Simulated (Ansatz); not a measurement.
CdO:
Space group P6₃mc (No. 186); a = b = 3.6238 Å, c = 5.6579 Å, α = β = 90.00°, γ = 120.00°

| atom | site | symmetry | x | y | z |
|---|---|---|---|---|---|
| Cd | 2b | 3m. | 0.6667 | 0.3333 | 0.4974 |
| O | 2b | 3m. | 0.3333 | 0.6667 | 0.3875 |

Relaxed with PBEsol. DFT-PBEsol in the program Ansatz with PAW potentials gives no gap.

Problem. What gap does HSE06 give on the same cell (Ansatz, PAW)?

Solution. 1.11 eV. The hybrid was solved on a coarser mesh and at special points; the gap given is the minimum over both. On such a mesh it can open a false gap in a semimetal.

```csv
k,v1 PBEsol,c1 PBEsol,v1 HSE06,c1 HSE06
Γ,0.00,0.00,0.00,1.11
A,-0.33,2.27,[?],[?]
K,-1.53,5.97,[?],[?]
H,-0.96,6.66,[?],[?]
M,-0.81,4.34,[?],[?]
L,-1.07,4.78,-1.14,6.39
```

Problem. Top valence (v1) and lowest conduction level (c1) in eV from each method's valence maximum (which need not be a listed point): supply the withheld HSE06 values.

Solution. 
- A, v1 HSE06: -0.36
- A, c1 HSE06: 3.69
- H, v1 HSE06: -1.03
- H, c1 HSE06: 8.49
- K, v1 HSE06: -1.60
- K, c1 HSE06: 7.81
- M, v1 HSE06: -0.86
- M, c1 HSE06: 6.02

Cost on shared cores: the PBEsol run (SCF on a 13×13×7 mesh, then bands and DOS) roughly 40 core-seconds, the HSE06 run (SCF on 7×7×4, then a few points) about 2.5 core-minutes (a rough figure); the tasks are unlike.

Space group P6_3mc (wurtzite). The workflow started from a Materials Project entry (that database holds measured and hypothetical structures alike); the Crystallography Open Database copy checked does not list it. It is not the phase usual at ambient conditions (space group No. 225). The PBEsol relaxation kept the symmetry of its start; whether a distortion lowers the energy is not shown. Scalar-relativistic: spin–orbit coupling is off unless named, which matters more the heavier the elements.

Potentials: the later of the program's two PAW sets.
